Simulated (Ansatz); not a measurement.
ScRhN2:
```
ScRhN2
1.0
    1.62590     0.93872     5.86946
   -1.62590     0.93872     5.86946
    0.00000    -1.87743     5.86946
Sc Rh N
1 1 2
Direct
  0.50000   0.50000   0.50000
  0.00000   0.00000   0.00000
  0.89600   0.89600   0.89600
  0.10400   0.10400   0.10400
```
The run is spin-polarised; directions of the spins, atom by atom: 0 ↑ 0 0.

Relaxed with r²SCAN. Special points in fractions of this cell's reciprocal vectors: Γ (0.000, 0.000, 0.000); T (0.500, 0.500, 0.500); H2 (0.816, 0.184, 0.500); H0 (0.500, -0.184, 0.184); L (0.500, 0.000, 0.000); S0 (0.342, -0.342, 0.000); S2 (0.658, 0.000, 0.342); F (0.500, 0.000, 0.500).

List the band energies nearest the Fermi level at these points for plane-wave PAW r²SCAN (Ansatz code).

In eV from the Fermi level; about four levels below and three above (degenerate sets whole), none deeper than 8.9 eV; points with the same levels are listed once.

```
k                       below                above
----  -----------------------  -------------------
Γ ↑   -0.97 -0.97 -0.94 -0.94       3.75 3.75 4.08
T ↑   -3.24 -3.24 -2.23 -2.23  1.14 1.14 3.67 3.67
H2 ↑  -2.35 -1.95 -1.69 -0.55       0.08 1.59 3.87
L ↑   -3.22 -2.86 -2.53 -0.93       0.06 0.47 1.82
S0 ↑  -2.29 -1.91 -1.70 -0.60       0.12 1.60 3.85
F ↑   -1.82 -1.12 -0.93 -0.43       1.28 3.86 4.30
Γ ↓   -0.57 -0.57 -0.07 -0.07       3.90 3.90 4.19
T ↓   -2.87 -2.87 -1.82 -1.82  1.95 1.95 3.80 3.80
H2 ↓  -3.06 -2.21 -1.54 -1.27       0.32 0.87 1.80
L ↓   -2.90 -2.49 -2.41 -0.46       0.90 1.31 2.07
S0 ↓  -3.13 -2.15 -1.50 -1.29       0.26 0.93 1.81
F ↓   -1.69 -1.49 -0.46 -0.35       0.43 1.61 4.03
```

Space group R-3m. The start of the workflow was typed in or built on a structure type; neither database checked (COD, Materials Project) lists it. Whether it is the stable phase at ambient conditions was not checked. The r²SCAN relaxation kept the symmetry of its start; its stability against distortions is not shown here. Magnetic state: ferromagnetic, the only order run, not a proven ground state. Other orbital occupations within this spin state were not tried. No Hubbard U is applied. Scalar-relativistic: spin–orbit coupling is off unless named, which matters more the heavier the elements.

Potentials: the earlier of the program's two PAW sets.
